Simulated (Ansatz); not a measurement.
The relaxed structure here is a generated cell of La: the first start was made by placing the elements on the sites of a structure type, and the end was not matched to a known phase here, so it may be hypothetical. Known forms of La include space group No. 194.

A relaxed structure of La. Method: PBE (plane waves to 420 eV, PAW, scalar-relativistic; Ansatz, a quantum-chemistry and plane-wave program).

```
CELL_PARAMETERS angstrom
      5.95367     0.00000     0.00000
     -2.97684     5.15603     0.00000
      0.00000     0.00000     3.62099
ATOMIC_POSITIONS crystal
  La 0.00000 0.00000 0.00000
  La 0.33333 0.66667 0.50000
  La 0.66667 0.33333 0.50000
```

Question: Determine the symmetry and give the standard cell with its independent sites.

Answer: Space group P6/mmm (No. 191); a = 5.954 Å, b = 5.954 Å, c = 3.621 Å, α = 90.00°, β = 90.00°, γ = 120.00°

| atom | site | symmetry | x | y | z |
|---|---|---|---|---|---|
| La | 1a | 6/mmm | 0.0000 | 0.0000 | 0.0000 |
| La | 2d | -6m2 | 0.3333 | 0.6667 | 0.5000 |

Question: Give the shortest distances between elements (the closest pairs, up to four, under 3.6 Å).

Answer: La–La 3.44 Å.

The volume per atom comes out as 37.05 Å³ and the band gap comes out as zero (metallic).

No spin polarisation in the result.

The run could not lose the symmetry of its start, so the end can be a saddle point.

All atoms sit on sites fixed by symmetry, so only the cell could relax.
